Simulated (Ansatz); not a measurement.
Si3N4:
```xyz
14
Lattice="7.6055 0.0000 0.0000 -3.8028 6.5866 0.0000 0.0000 0.0000 2.9056" Properties=species:S:1:pos:R:3 pbc="T T T"
Si    -1.3817     5.4312     2.1792
Si     5.1844     1.1554     0.7264
Si     2.2111     1.5190     0.7264
Si     1.5916     5.0675     2.1792
Si    -0.2100     2.6744     2.1792
Si     4.0127     3.9121     0.7264
N      0.0000     4.3910     2.1792
N      3.8028     2.1955     0.7264
N      4.8211     4.4109     2.1792
N     -1.0184     2.1756     0.7264
N     -1.4094     6.3807     0.7264
N      5.2122     0.2059     2.1792
N      1.3750     1.9697     2.1792
N      2.4278     4.6168     0.7264
```

Cartesian axes are those of the cell as given.

**Question.** Give the high-frequency dielectric tensor and the Born effective charge tensors of the independent atoms from DFPT, r²SCAN (plane waves, PAW; program Ansatz).

**Answer.** 
ε∞:
```
3.98  0.00  0.00
0.00  3.98  0.00
0.00  0.00  4.06
```
Z* of atom 1 (Si), rows: field, columns: displacement, in e:
```
3.39  0.20  0.00
0.18  3.31  0.00
0.00  0.00  3.41
```
Z* of atom 7 (N), rows: field, columns: displacement, in e:
```
-2.95  -0.05   0.00
 0.05  -2.95   0.00
 0.00   0.00  -1.75
```
Z* of atom 9 (N), rows: field, columns: displacement, in e:
```
-2.70  -0.69   0.00
-0.70  -2.04   0.00
 0.00   0.00  -2.83
```

Static charges for comparison (Bader): Si1 +3.21, N7 -2.40, N9 -2.41 e. Born charges measure polarisation by displacement and can exceed these by far.

Space group P6_3/m. The cell was relaxed with r²SCAN under the symmetry of its start.

Potentials: the earlier of the program's two PAW sets. The files were generated under PBE; for other functionals the program regenerates the frozen cores, and for LDA and PBEsol the local potential too.
